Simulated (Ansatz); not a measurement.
The slice is one period of a {100} plane through atoms; its size isn't given.

These are PBEsol (plane waves to 420 eV, PAW, scalar-relativistic; Ansatz, a quantum-chemistry and plane-wave program) values and carry that method's errors. These are valence fields of a PAW run, semicore shells included where kept as valence: close to a nucleus they are smooth pseudo fields.

```
|@@%#+=--:..       ..:--=+#%@|
|%%#*+=-::..       ..::-=+*#%|
|##*+=--::..       ..::--=+*#|
|*++==--::..       ..::--==++|
|===---::.............::---==|
|-----:::....:::::....:::----|
|--::::::::::-----::::::::::-|
|:::::..:::--=====--:::..::::|
|.......::-===+++===-::......|
|.......:-==+++++++==-:......|
|     ..:-=+++++++++=-:..    |
|     .:-==+++++++++==-:.    |
|     .:-=+++++++++++=-:.    |
|     .:-=+++++++++++=-:.    |
|     .:-=+++++++++++=-:.    |
|     .:-==+++++++++==-:.    |
|     ..:-=+++++++++=-:..    |
|.......:-==+++++++==-:......|
|.......::-===+++===-::......|
|:::::..:::--=====--:::..::::|
|--::::::::::-----::::::::::-|
|-----:::....:::::....:::----|
|===---::.............::---==|
|*++==--::..       ..::--==++|
|##*+=--::..       ..::--=+*#|
|%%#*+=-::..       ..::-=+*#%|
|@@%#+=--:..       ..:--=+#%@|
|@@%#*=--:..       ..:--=*#%@|
```
Scale: ten equal steps from -1.20 (start of ' ') to 1.36 (end of '@'), in the order ' .:-=+*#%@'. Values: log₁₀ of the valence density in e/Å³. The map has 28 points along u (one character each, u = 0 at the left) and 28 along v (v = 0 in the bottom row). The scale is logarithmic, as a density can span decades between atoms and voids.

```
|xxx01345776421112467754310xx|
|xxx02346775310001357764320xx|
|x002345676421000124676543200|
|1123445664210000012466544321|
|3334456642100000001246654433|
|4445566431112222211134665544|
|5566664322345666543223466665|
|7777643223678999876322346777|
|7776421236899999998632124677|
|6654211368999999999863112456|
|44321014799987x7899974101234|
|221100258998xxxxx89985200112|
|110000269997xxxxx79996200001|
|11000026999xxxxxxx9996200001|
|110000269997xxxxx79996200001|
|221100258998xxxxx89985200112|
|44321014799987x7899974101234|
|6654211368999999999863112456|
|7776421236899999998632124677|
|7777643223678999876322346777|
|5566664322345666543223466665|
|4445566431112222211134665544|
|3334456642100000001246654433|
|1123445664210000012466544321|
|x002345676421000124676543200|
|xxx02346775310001357764320xx|
|xxx01345776421112467754310xx|
|xxxx134577642111246775431xxx|
```
Scale: ten equal steps from 0.06 (start of '0') to 0.85 (end of '9'), in the order '0123456789'. Values: electron localisation function (ELF). The map has 28 points along u (one character each, u = 0 at the left) and 28 along v (v = 0 in the bottom row). Points within 0.5 Å of a nucleus are blanked (x), as the pseudised field means little there.

Problem. Which relaxed crystal do these maps come from?
A) MgSe (rock salt)
B) LaSb (rock salt)
C) YN (rock salt)
D) TaN (rock salt)

Solution. B, LaSb (rock salt). Atoms on the slice: La at (0.50, 0.50); Sb at (0.00, 0.00)

All were relaxed with their symmetry unable to fall. LaSb is run without spin polarisation. Spin-orbit coupling is left out. TaN is run without spin polarisation. This is a high-temperature form of TaN. YN is run without spin polarisation.
